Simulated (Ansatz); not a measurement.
A relaxed structure of Ti is spoiled in several ways and relaxed again each time (noise and exchanges are one random draw each; squeezed and stretched starts keep its symmetry, which their runs cannot lower; pressure is positive under compression). All values below come from r2SCAN (plane waves to 500 eV, PAW, scalar-relativistic; Ansatz, a quantum-chemistry and plane-wave program).

```cif
data_Ti2
_chemical_formula_sum 'Ti2'
_space_group_name_H-M_alt 'P63/mmc'
_space_group_IT_number 194
_space_group_name_Hall '-P 6c 2c'
_cell_length_a 2.93591
_cell_length_b 2.93591
_cell_length_c 4.63642
_cell_angle_alpha 90.000
_cell_angle_beta 90.000
_cell_angle_gamma 120.000
loop_
_atom_site_label
_atom_site_type_symbol
_atom_site_symmetry_multiplicity
_atom_site_Wyckoff_symbol
_atom_site_fract_x
_atom_site_fract_y
_atom_site_fract_z
_atom_site_occupancy
Ti1 Ti 2 d 0.66667 0.33333 0.25000 1
```

```csv
change,first pressure (GPa),largest first force (eV/Å),released (eV/atom),moves,outcome,final group,E − E(parent) (eV/atom)
squeezed uniformly to 80 % of its volume,38.0,0.00,0.35,10,returns to the parent,P6₃/mmc,0.00
with every coordinate shifted by Gaussian noise of σ = 0.3 Å,–,–,0.94,10,returns to the parent,P6₃/mmc,0.00
squeezed uniformly to 88 % of its volume,18.7,0.00,0.11,7,returns to the parent,P6₃/mmc,0.00
```

First-step values come from each run's starting, coarser k-mesh (14×14×8, 13×13×7). Each cell has its own k-point mesh; energy differences are given only to the digits this allows. No spin polarisation in the result.
